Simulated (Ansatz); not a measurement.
WO3:
```yaml
crystal:
  lattice:
    - [7.52110, 0.00000, 0.00000]
    - [0.00000, 7.52110, 0.00000]
    - [0.00000, 0.00000, 3.83764]
  atoms:
    - { symbol: W, position: [0.73240, 0.23240, 0.05327] }
    - { symbol: W, position: [0.23240, 0.26760, 0.94673] }
    - { symbol: W, position: [0.26760, 0.76760, 0.05327] }
    - { symbol: W, position: [0.76760, 0.73240, 0.94673] }
    - { symbol: O, position: [0.74440, 0.24440, 0.51369] }
    - { symbol: O, position: [0.24440, 0.25560, 0.48631] }
    - { symbol: O, position: [0.25560, 0.75560, 0.51369] }
    - { symbol: O, position: [0.75560, 0.74440, 0.48631] }
    - { symbol: O, position: [0.25073, 0.00632, 0.00370] }
    - { symbol: O, position: [0.00632, 0.74927, 0.99630] }
    - { symbol: O, position: [0.74927, 0.99368, 0.00370] }
    - { symbol: O, position: [0.99368, 0.25073, 0.99630] }
    - { symbol: O, position: [0.75073, 0.49368, 0.99630] }
    - { symbol: O, position: [0.50632, 0.75073, 0.00370] }
    - { symbol: O, position: [0.24927, 0.50632, 0.99630] }
    - { symbol: O, position: [0.49368, 0.24927, 0.00370] }
```

Relaxed with LDA. Special points in fractions of this cell's reciprocal vectors: Γ (0.000, 0.000, 0.000); X (0.000, 0.500, 0.000); M (0.500, 0.500, 0.000); Z (0.000, 0.000, 0.500); R (0.000, 0.500, 0.500); A (0.500, 0.500, 0.500).

Q: List the band energies nearest the valence-band maximum at these points for LDA in the plane-wave PAW code Ansatz.

A: In eV from the valence-band maximum; about four levels below and three above (degenerate sets whole), none deeper than 8.9 eV; points with the same levels are listed once.

```json
[
 {"k": "Γ", "below": "-1.31 -1.25 -1.25 -0.01", "above": "1.09 1.52 1.52"},
 {"k": "X", "below": "-1.39 -1.39 -0.65 -0.65", "above": "1.58 1.58 2.94 2.94"},
 {"k": "M", "below": "-0.92 -0.92 -0.76 -0.76", "above": "3.11 3.11 3.17 3.17"},
 {"k": "Z", "below": "-0.12 -0.12 -0.12 0.00", "above": "1.12 4.09 4.16 4.16"},
 {"k": "R", "below": "-0.63 -0.63 -0.13 -0.13", "above": "2.93 2.93 4.18 4.18"},
 {"k": "A", "below": "-0.55 -0.55 -0.53 -0.53", "above": "3.71 3.71 3.84 3.84"}
]
```

Space group P-42_1m. The workflow started from a Materials Project entry (that database holds measured and hypothetical structures alike); the Crystallography Open Database copy checked does not list it. COD files the formula under space group No. 2, 14, 62, 129, 130, 191. Whether it is the stable phase at ambient conditions was not checked. The cell was relaxed with LDA under the symmetry of its start; phonons show weakly imaginary modes. The run is not spin-polarised. No Hubbard U is applied. Spin–orbit coupling is left out wherever it is not named.

Potentials: the later of the program's two PAW sets.
